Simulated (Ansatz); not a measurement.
MnSi (FeSi type, space group P2_13): energy against volume

MnSi (FeSi type, space group P2_13)

```xyz
8
Lattice="4.5603 0.0000 0.0000 0.0000 4.5603 0.0000 0.0000 0.0000 4.5603" Properties=species:S:1:pos:R:3 pbc="T T T"
Mn     0.6343     0.6343     0.6343
Mn     2.9144     1.6458     3.9260
Mn     3.9260     2.9144     1.6458
Mn     1.6458     3.9260     2.9144
Si     3.8546     3.8546     3.8546
Si     1.5745     2.9858     0.7057
Si     0.7057     1.5745     2.9858
Si     2.9858     0.7057     1.5745
```

The volume is varied about the relaxed value V₀ at fixed cell shape. The atoms relax within the cell's symmetry.

Computed with r2SCAN (plane waves to 500 eV, PAW, scalar-relativistic; Ansatz, a program for electronic structure). k mesh 10×10×10 (Γ-centred), Fermi-Dirac smearing 0.05 eV. Energies are smeared free energies. Stress and pressure are positive under compression. MnSi was relaxed with its symmetry unable to fall. Relaxed MnSi ends ferromagnetic. The PAW data are Ansatz's earlier set. The magnetic order is the one the run started from; other orders were not tried. The zero of ΔE is the relaxed starting cell.

```
V (Å³/atom)  ΔE (meV/atom)  P (GPa)  moment (μB/cell)
-----------  -------------  -------  ----------------
11.143                  28     12.9              7.78
11.321                  15      9.4              7.92
11.499                   7      6.1              8.01
11.677                   2      2.9              8.06
11.855                   0      0.0              8.10
12.032                   1     -2.6              8.16
12.210                   6     -5.0              8.23
12.388                  12     -7.1              8.30
12.566                  21     -9.0              8.38
```

Key numbers:

```yaml
pressure_at_the_smallest_volume: 12.9 GPa
energy_cost_of_the_largest_compression: 28 meV/atom
energy_cost_of_the_largest_expansion: 21 meV/atom
Bulk modulus B₀ (third-order Birch-Murnaghan fit): 182 GPa
Pressure derivative B₀′ (fit): 5.1
equilibrium_volume_of_the_fit: 11.86 Å³/atom
Pressure for 5 % compression (fit): 10.6 GPa
```

(Under strain, the slope of the energy per volume gives the stress and its curvature an elastic modulus.)
